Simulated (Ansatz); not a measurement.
P (space group Cmce)

```yaml
crystal:
  lattice:
    - [1.65492, -5.64616, 0.00000]
    - [1.65492, 5.64616, 0.00000]
    - [0.00000, 0.00000, 4.56347]
  atoms:
    - { symbol: P, position: [0.40603, 0.59397, 0.91350] }
    - { symbol: P, position: [0.59397, 0.40603, 0.08650] }
    - { symbol: P, position: [0.09397, 0.90603, 0.41350] }
    - { symbol: P, position: [0.90603, 0.09397, 0.58650] }
```

The slice is a (011) plane (indices of the conventional cell) through the point (0.094, 0.906, 0.413) (fractional), spanned by u = [110] and v = [1 -1 1] in vectors of this cell: u (3.31 Å) and v (12.18 Å, at 90° to u). It covers one period; positions are fractions (u, v).

Calculation: PBE (plane waves to 420 eV, PAW, scalar-relativistic; Ansatz, a first-principles code). k mesh 10×10×7. Inside the PAW spheres the values are not all-electron values, and peaks at nuclei hang on which shells count as valence. P was relaxed with its symmetry unable to fall. The relaxed volume of P is well above the measured one; the method has no dispersion term.

Task: Predict the map of the electron localisation function (ELF) on the slice.

Result: 
```tsv
v \ u	0.00	0.12	0.25	0.38	0.50	0.62	0.75	0.88
0.88	0.31	0.22	0.11	0.09	0.10	0.09	0.11	0.22
0.75	0.03	0.06	0.31	0.77	0.88	0.77	0.31	0.06
0.62	0.79	0.64	0.22	0.04	0.02	0.04	0.22	0.64
0.50	0.89	0.86	0.68	0.19	0.04	0.19	0.68	0.86
0.38	0.58	0.64	0.66	0.57	0.49	0.57	0.66	0.64
0.25	0.23	0.38	0.68	0.78	0.75	0.78	0.68	0.38
0.12	0.71	0.53	0.15	0.03	0.02	0.03	0.15	0.53
0.00	x	0.10	0.76	0.51	0.24	0.51	0.76	0.10
```

Values: electron localisation function (ELF). Points within 0.4 Å of a nucleus are blanked (x), as the pseudised field means little there.
